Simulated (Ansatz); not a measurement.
YGe$_{2}$Ru$_{2}$:
```xyz
5
Lattice="-2.1222 2.1222 4.8980 2.1222 -2.1222 4.8980 2.1222 2.1222 -4.8980" Properties=species:S:1:pos:R:3 pbc="T T T"
Y      0.0000     0.0000     0.0000
Ge     0.0000     0.0000     6.1839
Ge     0.0000     0.0000     3.6121
Ru     0.0000     2.1222     2.4490
Ru     2.1222     0.0000     2.4490
```

Relaxed with r²SCAN. Special points in fractions of this cell's reciprocal vectors: Γ (0.000, 0.000, 0.000); X (0.000, 0.000, 0.500); P (0.250, 0.250, 0.250); N (0.000, 0.500, 0.000); M (0.500, 0.500, -0.500); S (0.297, 0.703, -0.297); S0 (-0.297, 0.297, 0.297); R (-0.094, 0.094, 0.500); G (0.500, 0.500, -0.094).

### Question
List the band energies nearest the Fermi level at these points for the program Ansatz at the r²SCAN level (PAW).

### Answer
In eV from the Fermi level; about four levels below and three above (degenerate sets whole), none deeper than 8.9 eV; points with the same levels are listed once.

```csv
k,below,above
Γ,-0.51 -0.44 -0.44 -0.10,0.11 1.41 3.07
X,-0.72 -0.56 -0.56 -0.45,1.70 1.93 3.93
P,-0.69 -0.69 -0.54 -0.47,1.83 1.83 3.39
N,-1.67 -1.60 -0.77 -0.21,1.06 2.90 3.20
M,-2.44 -2.44 -2.23 -0.09,0.25 0.25 1.41
S,-1.67 -1.41 -1.38 -1.33,1.27 1.48 1.94
R,-1.98 -1.22 -0.57 -0.28,0.46 1.71 1.94
```

Space group I4/mmm. The first step of the workflow began from a Materials Project structure, measured or hypothetical; the Crystallography Open Database files this formula in space group No. 139, but the cells were not matched. Its standing as an ambient phase is unchecked. Symmetry was held in the r²SCAN relaxation; its stability against distortions is not shown here. The run is not spin-polarised. Scalar-relativistic: spin–orbit coupling is off unless named, which matters more the heavier the elements.

Potentials: the earlier of the program's two PAW sets.
